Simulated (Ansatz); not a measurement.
Cu3Ge:
```
CELL_PARAMETERS angstrom
      2.66316     0.00000     0.00000
     -1.33158     2.30637     0.00000
      0.00000     0.00000     8.00134
ATOMIC_POSITIONS crystal
  Cu 0.00000 0.00000 0.50000
  Cu 0.66667 0.33333 0.74215
  Cu 0.66667 0.33333 0.25785
  Ge 0.00000 0.00000 0.00000
```

Relaxed with LDA. Special points in fractions of this cell's reciprocal vectors: Γ (0.000, 0.000, 0.000); M (0.500, 0.000, 0.000); K (0.333, 0.333, 0.000); A (0.000, 0.000, 0.500); L (0.500, 0.000, 0.500); H (0.333, 0.333, 0.500).

**Question.** List the band energies nearest the Fermi level at these points for DFT-LDA in the program Ansatz with PAW potentials.

**Answer.** In eV from the Fermi level; about four levels below and three above (degenerate sets whole), none deeper than 8.9 eV; points with the same levels are listed once.

| k | below | above |
|---|---|---|
| Γ | -2.38 -2.38 -2.00 -1.94 -1.94 | 1.63 11.30 11.30 |
| M | -1.94 -1.77 -1.72 -1.07 | 0.04 1.47 1.88 |
| K | -2.15 -1.79 -1.77 -1.64 | 1.39 2.73 3.33 |
| A | -2.36 -2.36 -1.94 -1.94 | 4.31 6.51 11.31 11.31 |
| L | -1.97 -1.84 -1.72 -1.15 | 0.48 1.72 2.18 |
| H | -2.06 -1.89 -1.70 -1.37 | 1.27 2.35 2.48 |

Space group P-6m2. The first step of the workflow began from a Materials Project structure, measured or hypothetical; the Crystallography Open Database copy checked does not list it. Whether it is the stable phase at ambient conditions was not checked. Symmetry was held in the LDA relaxation; whether a distortion lowers the energy is not shown. No spin polarisation was allowed. Its formation energy is positive at this level, so the cell may be metastable or incomplete. Spin–orbit coupling is left out wherever it is not named.

Potentials: the later of the program's two PAW sets.
